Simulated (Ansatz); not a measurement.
ZnCdS2 in space group P-4m2 (No. 115; Zn on 1d, Cd on 1b, S on 2g), LDA (plane waves, PAW; program Ansatz), all energies at zero smearing, with the estimated change up to a 700 eV cutoff added, with one set of potentials and settings (totals compare only within such a set). Cell of 4 atoms (1 Zn, 1 Cd, 2 S): -13106.026 eV.

| element | reference phase | E (eV/atom) |
|---|---|---|
| Zn | P6_3/mmc, 2 atoms in the cell | -3246.2618 |
| Cd | P6_3/mmc, 2 atoms in the cell | -8117.8923 |
| S | Fddd, 32 atoms in the cell | -869.4931 |

Formation energy per atom, worked out: (-13106.026 − 1×(-3246.2618) − 1×(-8117.8923) − 2×(-869.4931))/4 = -0.721 eV/atom (-70 kJ per mol of atoms), at 0 K, without zero-point energy or fitted corrections.

The workflow started from a Materials Project entry (that database holds measured and hypothetical structures alike); the Crystallography Open Database copy checked does not list it. Its standing as an ambient phase is unchecked. The cell was relaxed with LDA under the symmetry of its start; of distortions, only those at the zone centre were tested. The references are the lowest solids computed at this level, not always the standard phases.

Potentials: the later of the program's two PAW sets.
